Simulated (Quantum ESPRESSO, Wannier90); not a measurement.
## Te$_{2}$Mo (P6₃/mmc, 2Hc stacking as in molybdenite): Wannier90 run

```
CELL_PARAMETERS angstrom
      3.56565     0.00000     0.00000
     -1.78282     3.08794     0.00000
      0.00000     0.00000    14.64778
ATOMIC_POSITIONS crystal
  Te 0.33333 0.66667 0.62782
  Te 0.66667 0.33333 0.37218
  Te 0.66667 0.33333 0.12782
  Te 0.33333 0.66667 0.87218
  Mo 0.33333 0.66667 0.25000
  Mo 0.66667 0.33333 0.75000
```

Materials Project entry mp-602; symmetrised, unrelaxed at this level. COD (Crystallography Open Database) has the formula in 2 space groups, this one among them (matched by group alone). Method: PBEsol plane waves in Quantum ESPRESSO 7.5 (PseudoDojo norm-conserving files, 66 Ry, no spin polarisation, no spin-orbit coupling), Bloch states on a 4×4×4 mesh through Γ, Wannier90 4.0.1. Density: 12×12×2 mesh, Gaussian smearing 0.01 Ry. The cell is built of weakly bound layers, chains or molecules, whose nearest atoms lie 4.27 Å apart. Database cells relaxed without dispersion often hold them too far apart, which can enlarge gaps and weakens couplings between them; spacing and stacking were not compared with the measured crystal. Spin-orbit coupling is left out although heavy elements are present.

Valence charges of the files: Te 16, Mo 14. 78 bands were computed.

Isolated groups of bands, relative to the valence-band maximum (bands from 47 on overlap up to the last one computed):

| bands | from (eV) | to (eV) | filling | weight on atomic waves |
|---|---|---|---|---|
| 1–2 | -60.70 | -60.69 | filled | Mo 4s 97 % |
| 3–22 | -36.55 | -36.44 | filled | Te 4d 100 % |
| 23–28 | -34.87 | -34.74 | filled | Mo 4p 98 % |
| 29–32 | -12.74 | -10.21 | filled | Te 5s 80 %, Mo 4d 8 %, Mo 5s 8 % |
| 33–46 | -5.52 | 0.00 | filled | Te 5p 56 %, Mo 4d 37 % |

Wanted is a model with the orbitals Te s p, Mo s p d, without the filled groups that are mainly made of other shells (semicore states, and anion s where it isn't named); all higher bands stay in for disentanglement.

Q: Give num_wann, exclude_bands and num_bands, and the number of electrons that the model holds.

A: Electrons: 4×16 + 2×14 = 92, which fill 46 bands.
num_wann = 4×4 + 2×9 = 34.
exclude_bands = 1-28, 28 bands, so num_bands = 78 − 28 = 50.
The model holds 92 − 2×28 = 36 electrons. With the window frozen to 2.40 eV it follows pw.x to 59 meV rms (states up to 1.9 eV relative to the valence-band maximum).
